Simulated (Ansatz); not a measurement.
Relaxed HfO₂ (tetragonal-ZrO2 type, space group P4_2/nmc):

```yaml
crystal:
  lattice:
    - [3.60482, 0.00000, 0.00000]
    - [0.00000, 3.60482, 0.00000]
    - [0.00000, 0.00000, 5.26502]
  atoms:
    - { symbol: Hf, position: [0.00000, 0.00000, 0.00000] }
    - { symbol: Hf, position: [0.50000, 0.50000, 0.50000] }
    - { symbol: O, position: [0.00000, 0.50000, 0.19324] }
    - { symbol: O, position: [0.00000, 0.50000, 0.69324] }
    - { symbol: O, position: [0.50000, 0.00000, 0.30676] }
    - { symbol: O, position: [0.50000, 0.00000, 0.80676] }
```

In each cell atom 5 (O, nearest neighbour Hf at 2.070 Å; its periodic images, 3.6 Å or more away, move with it) moves by s·(1.000, 0.000, 0.000) (along Cartesian x), the rest being held.

These are PBE (plane waves to 420 eV, PAW, scalar-relativistic; Ansatz, an electronic-structure program) values and carry that method's errors. k mesh 7×7×5 (Γ-centred), Fermi-Dirac smearing 0.05 eV. E stands for the smeared free energy. F∥ is the force on the atom along that direction. F⊥ is the part of the force across the line. HfO2 is run without spin polarisation. HfO2 was relaxed with its symmetry unable to fall. Spin-orbit coupling is left out, though Hf is heavy. The PAW data are Ansatz's earlier set. This is a high-temperature form of HfO2. The zero of ΔE is the undisplaced structure.

```csv
s (Å),F∥ (eV/Å),ΔE (meV/cell),|F⊥| (eV/Å)
-0.210,1.143,116.6,0.337
-0.168,0.896,73.8,0.215
-0.126,0.661,…,0.121
-0.084,0.435,18.2,…
-0.042,0.216,4.5,0.014
0.000,0.000,0.0,0.000
0.042,-0.216,4.5,0.014
0.084,-0.435,18.2,…
0.126,-0.661,…,0.121
0.168,-0.896,73.8,0.215
0.210,-1.143,116.6,0.337
```

Problem. Some entries are withheld; supply them.

Solution. 
- -0.126, ΔE (meV/cell): 41.2
- -0.084, |F⊥| (eV/Å): 0.054
- 0.084, |F⊥| (eV/Å): 0.054
- 0.126, ΔE (meV/cell): 41.2

(A displaced cell: forces are minus the slopes of the energy, force constants its curvatures, and phonons follow from these.)
